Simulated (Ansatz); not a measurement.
ZnAu (CsCl type, Pm-3m) under volume change, plane-wave PAW r²SCAN (Ansatz code), scaled uniformly.

| V (Å³/atom) | E − E(relaxed) (meV/atom) | P (GPa) |
|---|---|---|
| 14.205 | 65.1 | 16.42 |
| 14.673 | ___ | ___ |
| 15.142 | 6.3 | 4.46 |
| 15.610 | 0.0 | -0.01 |
| 16.078 | ___ | ___ |
| 16.547 | 21.0 | -6.73 |
| 17.015 | 44.4 | -9.21 |

Fill in the missing entries.


- 14.673, E − E(relaxed) (meV/atom): 27.0
- 14.673, P (GPa): 9.87
- 16.078, E − E(relaxed) (meV/atom): 5.6
- 16.078, P (GPa): -3.70

What does a third-order Birch–Murnaghan fit give for V₀, B₀ and B′?

V₀ = 15.61 Å³/atom, B₀ = 135 GPa, B′ = 5.4.

The cell was relaxed with r²SCAN under the symmetry of its start; of distortions, only those at the zone centre were tested. Spin–orbit coupling is left out wherever it is not named.

Potentials: the later of the program's two PAW sets.
